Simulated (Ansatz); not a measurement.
Suppose HfB takes space group R-3m (No. 166), with Hf on 3b; B on 3a.

All numbers below come from DFT PBE, scalar-relativistic, plane waves, PAW (Ansatz). Cutoff 420 eV, Γ-centred mesh, Gaussian smearing, no spin polarisation.

Energies over the elements count from the elements' standard structures at the same level, with no fitted energy shifts.

Question: Which cell and coordinates does it relax to?

Answer:

Space group R-3m:H (No. 166). a = 4.439 Å, b = 4.439 Å, c = 4.769 Å, α = 90.00°, β = 90.00°, γ = 120.00°
| atom | site | symmetry | x | y | z |
| --- | --- | --- | --- | --- | --- |
| Hf | 3b | -3m | 0.0000 | 0.0000 | 0.5000 |
| B | 3a | -3m | 0.0000 | 0.0000 | 0.0000 |

Hf is surrounded by 2 B at 2.38 Å, 6 B at 2.68 Å and 6 Hf at 3.02 Å; around B lie 2 Hf at 2.38 Å, 6 Hf at 2.68 Å and 6 B at 3.02 Å. Another local minimum with the same sites may exist.

Question: And its energy and gap?

Answer: The energy over the elements is +0.12 eV/atom and the gap on the 18×18×18 mesh of the 2-atom cell is 0 eV (a metal). A positive value: parting into the elements would lower its energy.

The last run used Gaussian smearing of 0.10 eV. Spin–orbit coupling, which can matter for Hf, is left out. The cell is a metal run without spin; a magnetic state may lie lower. A later test with randomly moved atoms led to a structure 540 meV/atom lower, so this end is a saddle point or a shallow minimum.
